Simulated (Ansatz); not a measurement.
ZrC:
```
CELL_PARAMETERS angstrom
      0.00000     2.33438     2.33438
      2.33438     0.00000     2.33438
      2.33438     2.33438     0.00000
ATOMIC_POSITIONS crystal
  Zr 0.00000 0.00000 0.00000
  C  0.50000 0.50000 0.50000
```

Relaxed with PBEsol. Special points in fractions of this cell's reciprocal vectors: Γ (0.000, 0.000, 0.000); X (0.500, 0.000, 0.500); U (0.625, 0.250, 0.625); K (0.375, 0.375, 0.750); L (0.500, 0.500, 0.500); W (0.500, 0.250, 0.750).

Problem. List the band energies nearest the Fermi level at these points for plane-wave PAW PBEsol with spin–orbit coupling (Ansatz code).

Solution. In eV from the Fermi level; about four levels below and three above (degenerate sets whole), none deeper than 8.9 eV; points with the same levels are listed once.

| k | below | above |
|---|---|---|
| Γ | – | 0.86 0.86 0.92 0.92 0.92 0.92 |
| X | -1.94 -1.94 -0.02 -0.02 | 0.10 0.10 4.52 4.52 |
| U | -2.34 -2.34 -1.65 -1.65 | 1.44 1.44 4.94 4.94 |
| L | -3.08 -3.08 -3.06 -3.06 | 4.54 4.54 4.55 4.55 |
| W | -2.50 -2.50 -2.35 -2.35 | 3.27 3.27 3.28 3.28 |

Space group Fm-3m (rock salt). Symmetry was held in the PBEsol relaxation; of distortions, only those at the zone centre were tested. The run is not spin-polarised.

Potentials: the later of the program's two PAW sets.
